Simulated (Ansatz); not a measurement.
PtS2 (0 0 1): scalar-relativistic and spin-orbit results side by side, simulated with Ansatz.

Miller indices refer to the conventional cell of P-3m1 (No. 164), a = 3.571 Å, b = 3.571 Å, c = 4.768 Å, α = 90.00°, β = 90.00°, γ = 120.00°.

The slab after a scalar-relativistic relaxation:

```yaml
crystal:
  lattice:
    - [3.57133, 0.00000, 0.00000]
    - [-1.78566, 3.09286, 0.00000]
    - [0.00000, 0.00000, 22.16144]
  atoms:
    - { symbol: S, position: [0.66667, 0.33333, 0.33838] }
    - { symbol: Pt, position: [0.00000, 0.00000, 0.39283] }
    - { symbol: S, position: [0.33333, 0.66667, 0.44632] }
    - { symbol: S, position: [0.66667, 0.33333, 0.55368] }
    - { symbol: Pt, position: [0.00000, 0.00000, 0.60717] }
    - { symbol: S, position: [0.33333, 0.66667, 0.66162] }
```

Theory: PBEsol in Ansatz, plane waves and PAW, once scalar-relativistic and once with spin-orbit coupling.

Plane waves to 420 eV, a k mesh through Γ of 12×12×1 on the computed 6-atom cell and Gaussian smearing (0.05 eV). The cell repeats along c with a dipole correction in the vacuum.

Slab and bulk are both computed again with spin-orbit coupling at the same atoms and cell; the bulk's mesh is 12×12×8 with a smearing of 0.02 eV.

Without spin-orbit coupling:

```yaml
Surface_energy_J/m²: 0.050
Gap_of_the_slab_eV: 0.760
Gap_of_the_bulk_on_its_mesh_eV: 0.239
```

**Question.** How do these values move once spin-orbit coupling is included?

**Answer.** 
```
                        quantity  without  with spin-orbit coupling
           surface energy (J/m²)    0.050                     0.049
            gap of the slab (eV)    0.760                     0.805
gap of the bulk on its mesh (eV)    0.239                     0.222
```

The surface energy hardly changes. The slab's gap goes from 0.76 to 0.80 eV. At these atoms the largest force component with spin-orbit coupling is 0.026 eV/Å, so the scalar-relativistic geometry holds well.

The cut is weakly bound and this functional has no dispersion correction, so the surface energy is likely too low.

On a slab of finite thickness, changes under about 0.01 J/m² or 0.05 eV aren't settled.
